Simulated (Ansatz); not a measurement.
Here is the system:

MoS2:
```xyz
3
Lattice="1.5632 0.9025 5.9911 -1.5632 0.9025 5.9911 0.0000 -1.8050 5.9911" Properties=species:S:1:pos:R:3 pbc="T T T"
Mo     0.0000     0.0000    17.9689
S      0.0000     0.0000     7.5394
S      0.0000     0.0000     4.4355
```

This is the LDA-relaxed structure. Cartesian axes are those of the cell as given.

Task: All from LDA (plane waves, PAW; program Ansatz), unless another level is named. Estimate the Young's modulus.

Result: 108 GPa.

Task: Predict the piezoelectric stress constants (proper, relaxed ions, C/m²).

Result: e15 = e24 = 0.05, e16 = e21 = 0.62, e22 = -0.62, e33 = 0.16.

Task: What about the highest zone-centre frequency (without LO–TO term)?

Result: 470 cm^-1.

Space group R3m. Symmetry was held in the LDA relaxation. No spin polarisation was allowed. A crystal of weakly bound layers computed without a dispersion correction: the cell and the soft elastic constants depend strongly on that. Signs of piezoelectric constants follow the polarity of the cell as given.

Potentials: the earlier of the program's two PAW sets. The files were generated under PBE; for other functionals the program regenerates the frozen cores, and for LDA and PBEsol the local potential too.
